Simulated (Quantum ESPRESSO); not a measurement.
Ag2In3W2Cu, a curve over strain

Simulated, not a measurement. The program is pw.x of Quantum ESPRESSO 7.5 (plane-wave density functional theory). The cell is made up: eight metal atoms on a face-centred cubic lattice, with elements, volume, strain and displacements drawn at random and not relaxed, so it may be unstable or far from any real phase. PseudoDojo standard norm-conserving files set the functional (PBE unless stated); there is no spin polarisation or spin-orbit coupling, the Fermi-Dirac width of 0.25 eV means electrons at about 2900 K, and the masses in the input are unused placeholders. The copper pseudopotential is less sure than most, with forces differing by about three percent and pressure by about two GPa from a second method on plain copper. Heavy elements are run without spin-orbit coupling, which real alloys of them have. A spin test at this wide smearing found no moment, but such smearing suppresses magnetism that the real alloy may have.

Seven runs add a strain to one cell (shear xy, as the tensor component); the atoms follow the cell and are not relaxed. Stress in the table is positive in tension.

Input of the run at -0.0017:

```
&control calculation='scf', pseudo_dir='./dojo.nc.sr.pbe.v0_5.standard.upf', outdir='./o', disk_io='minimal', tprnfor=.true., tstress=.true. /
&system ibrav=0, nat=8, ntyp=4, nbnd=72, ecutwfc=92.02030273, nosym=.true., tot_charge=0,
 occupations='smearing', smearing='fd', degauss=0.0183746611
/
&electrons conv_thr=1.470e-08, electron_maxstep=70, mixing_beta=0.5 /
ATOMIC_SPECIES
Ag 1.0 Ag.upf
Cu 1.0 Cu.upf
In 1.0 In.upf
W 1.0 W.upf
CELL_PARAMETERS angstrom
-0.0035 2.0545 2.0417
-4.1232 0.0202 -0.0132
0.0667 -8.1886 8.1375
ATOMIC_POSITIONS angstrom
Ag -0.0308 0.0546 0.0355
Ag 0.0353 -2.0491 2.0379
In -0.0183 -4.0574 4.0348
In 0.0537 -6.1922 6.0504
W -2.1296 0.0329 2.0764
W -2.1059 -2.0841 4.0378
Cu -2.1151 -4.0425 6.1037
In -2.0565 -6.118 8.1279
K_POINTS automatic
8 6 2 1 1 1
```

```
added strain  free energy less that of the input shown (eV)  stress xx (GPa)  stress yy (GPa)  stress zz (GPa)  stress xy (GPa)  pressure (GPa)  iterations
     -0.0237                                         0.0742           -12.35            -8.10            -7.99            -3.29            9.48          17
     -0.0146                                         0.0291           -11.98            -7.72            -8.00            -2.08            9.24          17
     -0.0098                                         0.0138           -11.85            -7.60            -8.01            -1.45            9.15          17
     -0.0017                                         0.0000           -11.73            -7.48            -8.03            -0.41            9.08          17
     +0.0053                                         0.0006           -11.72            -7.49            -8.03             0.48            9.08          17
     +0.0115                                         0.0108           -11.79            -7.57            -8.04             1.27            9.14          17
     +0.0206                                         0.0424           -12.03            -7.84            -8.04             2.46            9.30          17
```

A cubic fit gives a slope of stress xy against the added strain of 128 GPa at zero added strain, with the atoms clamped. Across the table the energy follows the integral of volume times stress to 0.2 meV. A rerun of one of the cells at a higher cutoff and on a denser mesh moved values by no more than 0.011 eV in energy, 0.16 GPa in stress and 0.010 eV/Å in force, and a second program with other atomic files agreed on that cell to 2 % rms in force and 0.5 GPa in pressure.